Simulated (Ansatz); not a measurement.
TiC:
```xyz
2
Lattice="0.0000 2.1466 2.1466 2.1466 0.0000 2.1466 2.1466 2.1466 0.0000" Properties=species:S:1:pos:R:3 pbc="T T T"
Ti     2.1466     2.1466     2.1466
C      0.0000     0.0000     0.0000
```

Relaxed with PBEsol. Special points in fractions of this cell's reciprocal vectors: Γ (0.000, 0.000, 0.000); X (0.500, 0.000, 0.500); U (0.625, 0.250, 0.625); K (0.375, 0.375, 0.750); L (0.500, 0.500, 0.500); W (0.500, 0.250, 0.750).

Q: List the band energies nearest the Fermi level at these points for plane-wave PAW PBEsol (Ansatz code).

A: In eV from the Fermi level; about four levels below and three above (degenerate sets whole), none deeper than 8.9 eV; points with the same levels are listed once.

```json
[
 {"k": "Γ", "below": "–", "above": "0.70 0.70 0.70"},
 {"k": "X", "below": "-3.44 -1.74", "above": "0.01 0.01 2.87"},
 {"k": "U", "below": "-3.55 -3.38 -1.74", "above": "1.51 3.29 4.01"},
 {"k": "L", "below": "-8.82 -5.98 -2.97 -2.97", "above": "3.06 3.06 4.29"},
 {"k": "W", "below": "-3.20 -3.20 -2.75", "above": "2.91 2.91 3.69"}
]
```

Space group Fm-3m (rock salt). Symmetry was held in the PBEsol relaxation; of distortions, only those at the zone centre were tested. No spin polarisation was allowed.

Potentials: the later of the program's two PAW sets.
